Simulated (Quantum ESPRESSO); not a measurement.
Parts of the isotropic shielding in AlAs, by PBE GIPAW on JTH datasets (Quantum ESPRESSO, modified build), 20 Ha, k-mesh 8×8×8 shifted:

```
AlAs
1.0
    0.00000     2.83040     2.83040
    2.83040     0.00000     2.83040
    2.83040     2.83040     0.00000
Al As
1 1
Direct
  0.00000   0.00000   0.00000
  0.25000   0.25000   0.25000
```
The cell was made here from an entry of the Crystallography Open Database (unchecked): atoms relaxed with PBE in the measured cell (PBE without dispersion, pw.x of Quantum ESPRESSO, symmetry kept).  Stability against distortions was not tested.

The core term is that of the free atom's frozen core; the paramagnetic column sums the reconstruction terms. Shieldings are absolute and leave out the bulk-susceptibility term; a larger σ means a smaller chemical shift. By our sweeps, such settings leave a few ppm in absolute σ on light atoms and up to some 20 ppm from Zn on. The datasets of Al hold no d projectors, which limits absolute σ on these atoms. Static lattice: thermal averaging is not included.

| site | core | bare (smooth current) | diamagnetic correction | paramagnetic corrections | σ_iso (ppm) |
|---|---|---|---|---|---|
| Al (atom 1) | 766.8 | -18.6 | 2.3 | ___ | ___ |
| As (atom 2) | 2541.0 | 26.1 | 326.1 | ___ | ___ |

Task: What belongs in the gaps?

Result: 
- Al (atom 1), paramagnetic corrections: -354.0
- Al (atom 1), σ_iso (ppm): 396.5
- As (atom 2), paramagnetic corrections: -1318.1
- As (atom 2), σ_iso (ppm): 1575.1
